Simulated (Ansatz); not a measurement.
Relaxed-ion elastic tensor of TiSi (rock salt, Fm-3m) in GPa (Voigt order), plane-wave PAW r²SCAN (Ansatz code); density 3.83 g/cm³, 16.47 Å³ per atom.

```
 250  51.4  51.4   0.0   0.0   0.0
51.4   250  51.4   0.0   0.0   0.0
51.4  51.4   250   0.0   0.0   0.0
 0.0   0.0   0.0   5.3   0.0   0.0
 0.0   0.0   0.0   0.0   5.3   0.0
 0.0   0.0   0.0   0.0   0.0   5.3
```

Task: Is the crystal mechanically stable?

Result: Yes: the smallest eigenvalue of C is 5.3 GPa.

Task: Work out the Voigt and Reuss bounds. Is their mean of use?

Result: K_V = 118, K_R = 118; G_V = 43.0, G_R = 8.5 GPa. The bounds lie so far apart that a Hill average or a Debye temperature from it would say little.

A made-up cell: these elements were put on the sites of a structure type; neither database checked (COD, Materials Project) lists it. COD files the formula under space group No. 25, so this cell is another polymorph or a model. Its standing as an ambient phase is unchecked. The cell was relaxed with r²SCAN under the symmetry of its start; its stability against distortions is not shown here. The run is not spin-polarised. As this level gives no gap, shear constants depend on the k-mesh and smearing (Fermi–Dirac, 0.1 eV here).

Potentials: the later of the program's two PAW sets.
